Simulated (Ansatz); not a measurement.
**Computed properties of GaB2As3 (ordering on zincblende)**

All numbers come from the plane-wave code Ansatz. The calculation is non-magnetic, and the structure need not be a phase that has been made.

Structure: GaB2As3, ordered on the zincblende lattice (P3m1) with 6 atoms a cell, at its r2SCAN minimum. It is trigonal, P3m1 (No. 156); conventional cell a = 3.583 Å, c = 8.926 Å, 16.54 Å³ an atom. Around B lie 4 As at 2.07–2.17 Å; around Ga lie 4 As at 2.31–2.43 Å; around As lie 4 B at 2.07–2.17 Å; around As lie 3 B at 2.17 Å and 1 Ga at 2.43 Å; around As lie 1 B at 2.07 Å and 3 Ga at 2.31 Å.

```cif
data_structure
_symmetry_space_group_name_H-M 'P3m1'
_symmetry_Int_Tables_number 156
_cell_length_a 3.5827
_cell_length_b 3.5827
_cell_length_c 8.9262
_cell_angle_alpha 90.000
_cell_angle_beta 90.000
_cell_angle_gamma 120.000
_cell_volume 99.22
loop_
_atom_site_label
_atom_site_type_symbol
_atom_site_symmetry_multiplicity
_atom_site_Wyckoff_symbol
_atom_site_fract_x
_atom_site_fract_y
_atom_site_fract_z
_atom_site_occupancy
B1 B 1 a 0.00000 0.00000 0.98847 1
B2 B 1 c 0.66667 0.33333 0.68237 1
Ga1 Ga 1 b 0.33333 0.66667 0.33612 1
As1 As 1 c 0.66667 0.33333 0.91474 1
As2 As 1 b 0.33333 0.66667 0.60832 1
As3 As 1 a 0.00000 0.00000 0.21998 1
```

Relaxed lattice by functional, symmetry kept:
```
functional   k mesh  a (Å)  c (Å)  volume (Å³/atom)
       PBE  12×12×4  3.607  9.007             16.91
    r2SCAN  12×12×4  3.583  8.926             16.54
```

Gaps on the r2SCAN cell, each the least over its mesh and the special points:

| level | k mesh | gap (eV) | kind | edges | least direct gap (eV) | rough cost |
| --- | --- | --- | --- | --- | --- | --- |
| PBE+SOC | 12×12×4 | 0.08 | indirect | Γ → (0, 0.354, 0.315) | 0.43 | 4 core-minutes |
| r2SCAN | 12×12×4 | 0.43 | indirect | Γ → (0, 0.354, 0.315) | 0.80 | 70 core-seconds |
| HSE06 | 6×6×2 | 0.81 | indirect | Γ → (0, 0.354, 0.315) | 1.29 | 5 core-minutes |
| PBE0 | 6×6×2 | 1.46 | indirect | Γ → (0, 0.354, 0.315) | 1.95 | 5 core-minutes |

PBE+SOC: smearing of 0.02 eV; the others have fixed occupations.
Wave cutoffs: 420 eV, 500 eV (r2SCAN).
Points off the special ones are mesh points or PBE's searched band edges, reused at the other levels. PBE's own run along the path (0.24 eV) came before the search for the edges and missed one, so it isn't listed.
Costs come from shared machines and give only the order. The runs had 4 threads of Arm Neoverse V1 (shared host).

With HSE06 the valence top lies at Γ and the conduction bottom at k = (0, 0.354, 0.315), 0.81 eV higher; the smallest vertical gap, at Γ, is 1.29 eV.

All these functionals give a gap of the same kind, indirect.

Only the levels marked +SOC include spin-orbit coupling.

Coordinates of k points refer to the reciprocal vectors of the primitive cell of the runs.

The meshes of the hybrids are coarse, so their gaps aren't converged to the digits shown.
